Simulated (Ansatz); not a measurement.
**Eu (Fm-3m): couplings from the magnetic force theorem**

The geometry is a structure from the Materials Project, repeated to hold the magnetic orders, held fixed and not relaxed.

Functional, mesh and filling: LDA, 9×9×9 k mesh, Fermi–Dirac smearing of 0.05 eV. PAW means Ansatz 0.2.0 on its default frozen-core files. Site moments are integrated in spheres about the atoms.

The input and its command:

```yaml
crystal:
  lattice:
    - [0.0, 2.7893026914, 2.7893026914]
    - [-2.7893026914, 2.7893026914, 0.0]
    - [-2.7893026914, -2.7893026914, 5.5786053828]
  atoms:
    - { symbol: Eu, position: [0.0, 0.0, 0.0], spin: 7.0 }
    - { symbol: Eu, position: [0.0, 0.5, 0.5], spin: -7.0 }
magnetization:
  spin_polarized: true
kpoints:
  mp_grid: { grid: [9, 9, 9] }
scf:
  occupations: { method: fermi_dirac, width: 0.05 }
  lower_state_search: "off"
hamiltonian:
  xc: lda
  pseudopotentials: { kind: paw }
output:
  eigenvalues: false
  eigenstates:
    nscf_kmesh: { grid: [9, 9, 9] }
    top_band: c50
    exchange_couplings: { magnetic: [{ species: Eu }] }
  write_density: true
  write_potential: true
  elf: true
  volumetric_format: npy
```

Command: `ansatz run input.yaml --threads 2 --pin off --max-ram 6144MiB --backend cpu --events-out ev --progress --plain --runs-dir out`

Site moments (μB): Eu1 7.00, Eu2 -7.00. Cell moment 0.00 μB.

Couplings come from the force theorem (directions of the magnetic atoms constrained, all else relaxed) on a 9×9×9 mesh, with E = −Σ J e_i·e_j over ordered pairs of unit vectors, so positive J favours parallel moments.

| pair | count | J PAW (meV) |
| --- | --- | --- |
| Eu1–Eu at 3.94 Å | 12 | +5.74 |
| Eu1–Eu at 5.58 Å | 6 | +0.34 |
| Eu1–Eu at 6.83 Å, set 1 | 18 | -0.03 |
| Eu1–Eu at 6.83 Å, set 2 | 6 | -0.12 |
| Eu1–Eu at 7.89 Å, set 1 | 6 | -0.35 |
| Eu1–Eu at 7.89 Å, set 2 | 6 | -0.37 |
| Eu1–Eu at 8.82 Å | 24 | +0.02 |
| Eu1–Eu at 9.66 Å, set 1 | 6 | -0.13 |
| Eu1–Eu at 9.66 Å, set 2 | 2 | -0.19 |
| Eu1–Eu at 10.44 Å, set 1 | 36 | -0.14 |
| Eu1–Eu at 10.44 Å, set 2 | 12 | -0.15 |
| Eu1–Eu at 11.16 Å | 6 | 0.00 |

Pairs at one distance with different couplings are listed as sets.

The program reports that this state isn't the lowest of its own couplings. The gain of the softest rotation is smaller than what its band sum leaves out of a whole turn, though, so more bands could change its sign.

The couplings come from one mesh, and their convergence in k wasn't tested.

The PAW files were made with PBE; the program remakes their cores once for the run's functional and then keeps them frozen. Without U a semilocal functional puts the f levels too near the Fermi level, which can change moments and the order of magnetic states; site and cell moments are spin moments. The Ansatz runs typed with the search for lower states off end where their start leads. Spin–orbit coupling is left out although heavy atoms are present. With open f shells a run can end in a state that isn't the lowest. These are results for the start and cell typed. The real compound can order otherwise, in a larger cell, or not at all, since semilocal functionals at zero temperature often overstate magnetism.
